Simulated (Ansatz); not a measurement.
All cells below were computed with PBE (plane-wave PAW, Ansatz 0.2.0, no spin polarisation, atoms fixed as given).

Task: Which of them gave these results: no gap, pressure 7.3 GPa, largest force 1.23 eV/Å, largest positive Bader charge +0.28 e?
A.
Ba2CaOsI6 (420 eV, 4×4×4 mesh on the cell that ran, as a rule the primitive one, gaussian 0.0138 eV)
Space group Fm-3m (No. 225). a = 11.245 Å, b = 11.245 Å, c = 11.245 Å, α = 90.00°, β = 90.00°, γ = 90.00°
```tsv
atom	site	symmetry	x	y	z
Ba	8c	-43m	0.2500	0.7500	0.7500
Ca	4b	m-3m	0.5000	0.0000	0.0000
Os	4a	m-3m	0.0000	0.0000	0.0000
I	24e	4m.m	0.2330	0.0000	0.0000
```
B.
Cu3GeS4 (420 eV, 6×6×6 mesh on the cell that ran, as a rule the primitive one, fermi-dirac 0.1 eV)
Space group P-43m (No. 215). a = 5.375 Å, b = 5.375 Å, c = 5.375 Å, α = 90.00°, β = 90.00°, γ = 90.00°
```csv
atom,site,symmetry,x,y,z
Ge,1a,-43m,0.0000,0.0000,0.0000
Cu,3d,-42.m,0.5000,0.0000,0.0000
S,4e,.3m,0.2350,0.2350,0.2350
```
C.
InGe (420 eV, 8×8×8 mesh on the cell that ran, as a rule the primitive one, gaussian 0.0209 eV)
```
Ge In
1.0
     4.47491    0.00000    0.00000
     0.00000    4.47491    0.00000
     0.00000    0.00000    4.34711
Ge In
2 2
Direct
  0.00000 0.50000 0.38550
  0.50000 0.00000 0.61450
  0.00000 0.00000 0.00000
  0.50000 0.50000 0.00000
```

Result: C. The others gave Ba2CaOsI6: no gap, 3.6 GPa; Cu3GeS4: no gap, 9.3 GPa.

Origins: InGe, a known structure type with other elements, at an estimated volume; Ba2CaOsI6, a known structure type with other elements, at an estimated volume; Cu3GeS4, a known structure type with other elements, at an estimated volume. Caveats for one or more cells: many states at the Fermi level without spin polarisation, so a magnetic state may lie lower.
